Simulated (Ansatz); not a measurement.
Consider the following.

LaN:
```yaml
crystal:
  lattice:
    - [0.00000, 2.80226, 2.80226]
    - [2.80226, 0.00000, 2.80226]
    - [2.80226, 2.80226, 0.00000]
  atoms:
    - { symbol: N, position: [0.25000, 0.25000, 0.25000] }
    - { symbol: La, position: [0.00000, 0.00000, 0.00000] }
```

This is the r²SCAN-relaxed structure. x, y and z are the axes in which the lattice vectors are written.

### Question
All from r²SCAN in the plane-wave PAW code Ansatz, unless another level is named. Predict the piezoelectric stress constants (proper, relaxed ions, C/m²).

### Answer
e14 = e25 = e36 = -0.34.

### Question
Give the Young's modulus.

### Answer
52.2 GPa.

Space group F-43m (zinc blende). The start of the workflow was typed in or built on a structure type; neither database checked (COD, Materials Project) lists it. COD files the formula under space group No. 225. Whether it is the stable phase at ambient conditions was not checked. Symmetry was held in the r²SCAN relaxation; its stability against distortions is not shown here. Signs of piezoelectric constants follow the polarity of the cell as given. Spin–orbit coupling is left out wherever it is not named.

Potentials: the earlier of the program's two PAW sets.
